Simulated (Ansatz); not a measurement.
Method: DFT PBE, scalar-relativistic, plane waves, PAW (Ansatz). All cells share a 420 eV cutoff and Γ-centred k meshes spaced at most about 0.3 Å⁻¹ (2π included). No spin polarisation in the final relaxations.

Temperature and zero-point effects are left out.

Two relaxed structures of Sn4Se3S:

A.

```xyz
8
Lattice="4.2462 0.0000 0.0000 0.0000 6.0142 0.0000 0.0000 0.0000 8.4963" Properties=species:S:1:pos:R:3 pbc="T T T"
Sn    0.0000    0.0000    0.0000
Sn    2.1231    3.0071    2.0541
Sn    0.0000    0.0000    4.2482
Sn    2.1231    3.0071    6.4423
Se    2.1231    0.0000    2.1172
Se    0.0000    3.0071    4.2482
Se    2.1231    0.0000    6.3791
S     0.0000    3.0071    0.0000
```

B.

```xyz
8
Lattice="4.4470 0.0000 0.0000 -0.0058 6.3079 0.0000 -0.0016 -2.8069 7.9224" Properties=species:S:1:pos:R:3 pbc="T T T"
Sn    4.3178    6.0971    0.4894
Sn    1.9947    2.6453    1.4209
Sn    4.2850    4.7084    4.4490
Sn    1.9867    1.1957    5.5025
Se    2.3974    5.2034    2.3879
Se    0.1532    2.1354    3.5372
Se    2.4010    3.7913    6.3635
S     0.2110    0.8433    7.5391
```

Task: Which form is favoured at zero pressure, and by what margin per atom?

Result: B is lower, by 11 meV/atom. A has Se and S ordered on rock salt sites, space group Pmmm (No. 47), 27.1 Å³/atom and a gap of 0.32 eV on its mesh; B has space group P1 (No. 1), 27.8 Å³/atom and a gap of 0.72 eV. Counting S or Se atoms around Sn (for each partner element, those within 1.25 times its shortest distance or 1.15 times the sum of covalent radii, where it is the nearest in units of that sum or under 1.3; a plus sign parts groups by distance over the sum of covalent radii), A has Sn 6 and B has Sn 3+2. Both come from invented guesses.

No dispersion correction is applied, so the spacing and binding between layers, chains or molecules are poorly described (P1), and this can change margins and order among such cells. Kohn–Sham gaps at this level usually fall short of measured ones. Cells relaxed within their symmetry can be saddle points. The P1 cell of Sn4Se3S came from shaking the Pmmm one.
